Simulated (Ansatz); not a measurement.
Mg:
```xyz
2
Lattice="0.0000 3.4229 3.4229 3.4229 0.0000 3.4229 3.4229 3.4229 0.0000" Properties=species:S:1:pos:R:3 pbc="T T T"
Mg     0.0000     0.0000     0.0000
Mg     1.7114     1.7114     1.7114
```

Relaxed with r²SCAN.

Map the valence electron density (e/Å³), cut off at 0.2 on the plane through (0.000, 0.000, 0.000) spanned by u = [1, 0, 0] and v = [-1, 1, 1] in lattice vectors, from r²SCAN (plane waves, PAW; program Ansatz).

x is the fraction of u, y of v (the angle between them is 90°; rows are the nearest grid lines); atoms in the plane: Mg at (0.00, 0.00), Mg at (0.50, 0.25).
```
y \ x   0.000  0.0833  0.167  0.292  0.375  0.458  0.542  0.625  0.708  0.833  0.917   1.00
------  -----  ------  -----  -----  -----  -----  -----  -----  -----  -----  -----  -----
1.00    0.200   0.200  0.200  0.078  0.059  0.050  0.050  0.059  0.078  0.200  0.200  0.200
0.912   0.200   0.200  0.096  0.049  0.032  0.025  0.025  0.032  0.049  0.097  0.200  0.200
0.853   0.107   0.091  0.065  0.035  0.022  0.017  0.017  0.022  0.035  0.066  0.090  0.107
0.765   0.054   0.050  0.039  0.022  0.015  0.012  0.012  0.015  0.022  0.039  0.050  0.054
0.706   0.034   0.032  0.026  0.018  0.014  0.013  0.013  0.014  0.018  0.026  0.032  0.034
0.618   0.017   0.017  0.017  0.017  0.018  0.019  0.019  0.018  0.017  0.017  0.017  0.017
0.529   0.012   0.013  0.016  0.025  0.033  0.038  0.038  0.033  0.025  0.016  0.013  0.012
0.471   0.012   0.014  0.019  0.035  0.050  0.059  0.059  0.050  0.035  0.019  0.014  0.012
0.382   0.017   0.021  0.030  0.059  0.086  0.129  0.129  0.087  0.059  0.030  0.021  0.017
0.294   0.034   0.038  0.052  0.091  0.200  0.200  0.200  0.200  0.093  0.052  0.038  0.034
0.235   0.054   0.059  0.074  0.114  0.200  0.200  0.200  0.200  0.114  0.073  0.059  0.054
0.147   0.107   0.103  0.108  0.119  0.146  0.200  0.200  0.147  0.119  0.108  0.104  0.107
0.0882  0.200   0.200  0.131  0.109  0.098  0.093  0.093  0.098  0.109  0.130  0.200  0.200
0.000   0.200   0.200  0.200  0.078  0.059  0.050  0.050  0.059  0.078  0.200  0.200  0.200
```

The density is the valence pseudo-density with augmentation charge, so density and ELF within about 1 Å of a nucleus are not all-electron values.

Space group Fd-3m (diamond). The start of the workflow was typed in or built on a structure type; neither database checked (COD, Materials Project) lists it. It is not the phase usual at ambient conditions (space group No. 194). The r²SCAN relaxation kept the symmetry of its start. At this level the phase is mechanically unstable.

Potentials: the earlier of the program's two PAW sets.
